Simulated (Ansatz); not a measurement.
## Rocksalt alloy of MgS and MgSe (6 of 32 S sites exchanged), 64 atoms

Ansatz, PAW, plane waves. PBEsol relaxation of volume and atoms (shape held) at the single k point (¼, ¼, ¼) without its symmetry partners; single points on the relaxed atoms at the single k point (¼, ¼, ¼) without its symmetry partners, onto which points of the small cell's zone fold. Arrangement: random. No spin–orbit coupling unless named.

Relaxed structure:

```xyz
64
Lattice="10.4680 0.0000 0.0000 0.0000 10.4680 0.0000 0.0000 0.0000 10.4680" Properties=species:S:1:pos:R:3 pbc="T T T"
S     2.6095   10.4667    0.0095
S     2.6171   10.4583    5.2255
S     2.6029    5.2330    0.0012
S     2.6081    5.2402    5.2338
S     7.8612    0.0065    0.0161
S     7.8683    5.2227    0.0072
S     7.8613    5.2326    5.2231
S     0.0029    2.6147    0.0010
S     0.0079    7.8471    0.0089
S     0.0169    7.8428    5.2248
S     5.2313    2.6062    0.0080
S     5.2241    2.6168    5.2251
S     5.2245    7.8594    0.0163
S     5.2153    7.8499    5.2159
S     0.0089   10.4589    2.6008
S     0.0174   10.4643    7.8697
S     0.0026    5.2399    2.6077
S     0.0109    5.2302    7.8591
S     5.2256   10.4667    2.6090
S     2.6169    2.6085    2.6089
S     2.6101    2.6153    7.8616
S     2.6080    7.8577    2.6149
S     2.6002    7.8511    7.8537
S     7.8525    2.6158    2.5987
S     7.8616    2.6231    7.8701
S     7.8610    7.8497    2.6055
Se    7.8508   10.4660    5.2228
Se    0.0050    2.6200    5.2333
Se    5.2267    0.0035    7.8545
Se    5.2340    5.2329    2.6147
Se    5.2316    5.2276    7.8505
Se    7.8622    7.8440    7.8549
Mg    0.0144   10.4497    0.0124
Mg    0.0576   10.4077    5.2230
Mg    0.0035    5.2448    0.0010
Mg    0.0119    5.2879    5.2319
Mg    5.2220   10.4630    0.0525
Mg    5.1774   10.4546    5.1766
Mg    5.2333    5.2359    0.0074
Mg    5.2191    5.2476    5.2238
Mg    2.6296    2.6178    0.0043
Mg    2.6693    2.6283    5.2337
Mg    2.6179    7.8471    0.0146
Mg    2.6279    7.8359    5.2206
Mg    7.8368    2.6273    0.0112
Mg    7.7906    2.6723    5.2195
Mg    7.8458    7.8336    0.0517
Mg    7.8332    7.7928    5.1717
Mg    2.5922    0.0020    2.6071
Mg    2.5569    0.0133    7.8659
Mg    2.5511    5.2298    2.6161
Mg    2.5460    5.2206    7.8540
Mg    7.8822    0.0145    2.5643
Mg    7.9262    0.0583    7.9122
Mg    7.9197    5.2193    2.6027
Mg    7.9332    5.1763    7.8622
Mg    0.0028    2.6013    2.5601
Mg    0.0154    2.6117    7.9085
Mg    0.0119    7.8612    2.6052
Mg    0.0527    7.8499    7.8645
Mg    5.2328    2.5607    2.6039
Mg    5.2214    2.6070    7.8649
Mg    5.2207    7.9046    2.6149
Mg    5.1715    7.8592    7.8527
```

Q: What are the mean bond lengths by pair (pairs within 1.2 times the sum of covalent radii, less contacts 15 % beyond the pair's median; cation–cation pairs of compounds aside; long ionic contacts are cut short by that bound)?

A: Mg–S 2.607 ± 0.027 Å (standard deviation, 156 bonds); Mg–Se 2.664 ± 0.027 Å (standard deviation, 36 bonds).

Q: What gap lies between the top filled and the lowest empty level in the single points?

A: HSE06 4.21 eV (26 s on NVIDIA GB300). Away from Γ this isn't the crystal's band gap.
